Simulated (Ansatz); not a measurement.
MoS2 (2H-MoS2 type, space group P6_3/mmc)

```
MoS2
1.0
    3.14937     0.00000     0.00000
   -1.57469     2.72744     0.00000
    0.00000     0.00000    12.09029
Mo S
2 4
Direct
  0.33333   0.66667   0.25000
  0.66667   0.33333   0.75000
  0.33333   0.66667   0.62049
  0.66667   0.33333   0.12049
  0.66667   0.33333   0.37951
  0.33333   0.66667   0.87951
```

In this cell atom 6 (S, nearest neighbour Mo at 2.400 Å; its periodic images, 3.1 Å or more away, move with it) is moved by s along Cartesian z, unit vector (0.000, 0.000, 1.000); all other atoms and the cell stay fixed.

The numbers are results of PBE-D3(BJ) (plane waves to 420 eV, PAW, scalar-relativistic; Ansatz, an electronic-structure program), not measurements. k mesh 10×10×3 (Γ-centred), Fermi-Dirac smearing 0.05 eV. The energy includes the smearing's −TS. As the smearing reaches across the gap at some points, energies and forces of such displacements shift with the k mesh and the smearing. MoS2 is run without spin polarisation. MoS2 was relaxed with its symmetry unable to fall. ΔE is measured from the undisplaced structure.

Successive frames, forces in eV/Å:

| frame | ΔE (eV/cell) | F on Mo1 | F on Mo2 | F on S3 | F on S4 | F on S5 | F on S6 |
|---|---|---|---|---|---|---|---|
| s = 0.144 Å | 0.162 | (0.000, 0.000, 0.004) | (0.000, 0.000, 1.807) | (0.000, 0.000, 0.243) | (0.000, 0.000, 0.069) | (0.000, 0.000, 0.003) | (0.000, 0.000, -2.125) |
| s = 0.000 Å | 0.000 | (0.000, 0.000, 0.000) | (0.000, 0.000, 0.000) | (0.000, 0.000, 0.000) | (0.000, 0.000, 0.000) | (0.000, 0.000, 0.000) | (0.000, 0.000, 0.000) |
| s = -0.144 Å | 0.202 | (0.000, 0.000, 0.003) | (0.000, 0.000, -2.558) | (0.000, 0.000, -0.321) | (0.000, 0.000, -0.059) | (0.000, 0.000, -0.003) | (0.000, 0.000, 2.937) |

What are the energy and the forces in the next frame, s = -0.288 Å?

ΔE (eV/cell) = 0.880.

```csv
atom,Fx,Fy,Fz
Mo1,0.000,0.000,-0.001
Mo2,0.000,0.000,-5.621
S3,0.000,0.000,-0.780
S4,0.000,0.000,-0.107
S5,0.000,0.000,-0.004
S6,0.000,0.000,6.513
```

(For displaced atoms, the force is minus the slope of the energy, and its curvature is a force constant, which sets phonon frequencies.)
